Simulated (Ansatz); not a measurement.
Sn:
```xyz
2
Lattice="-2.9623 2.9623 1.6187 2.9623 -2.9623 1.6187 2.9623 2.9623 -1.6187" Properties=species:S:1:pos:R:3 pbc="T T T"
Sn     0.0000     2.9623     0.8094
Sn     0.0000     0.0000     0.0000
```

Relaxed with PBE. Special points in fractions of this cell's reciprocal vectors: Γ (0.000, 0.000, 0.000); X (0.000, 0.000, 0.500); M (-0.500, 0.500, 0.500); Z (0.325, 0.325, -0.325); Z0 (-0.325, 0.675, 0.325); P (0.250, 0.250, 0.250); N (0.000, 0.500, 0.000).

**Question.** List the band energies nearest the Fermi level at these points for the program Ansatz at the PBE level (PAW).

**Answer.** In eV from the Fermi level; about four levels below and three above (degenerate sets whole), none deeper than 8.9 eV; points with the same levels are listed once.

```json
[
 {"k": "Γ", "below": "-3.73 -1.84 -1.84", "above": "3.06 6.03 6.03"},
 {"k": "X", "below": "-8.64 -8.64", "above": "0.62 0.62 1.53 1.53"},
 {"k": "M", "below": "-7.41 -7.41 -4.54 -4.54", "above": "4.84 4.84 9.00 9.00"},
 {"k": "Z", "below": "-5.52 -2.85 -2.76 -2.76", "above": "2.88 5.44 5.44"},
 {"k": "P", "below": "-5.93 -5.93 -3.32 -3.32", "above": "3.47 3.47 3.77 3.77"},
 {"k": "N", "below": "-5.26 -2.32 -1.58 -1.07", "above": "2.29 2.76 4.48"}
]
```

Space group I4_1/amd (β-Sn type). The cell was relaxed with PBE under the symmetry of its start. At this level the phase is mechanically unstable. Scalar-relativistic: spin–orbit coupling is off unless named, which matters more the heavier the elements.

Potentials: the later of the program's two PAW sets.
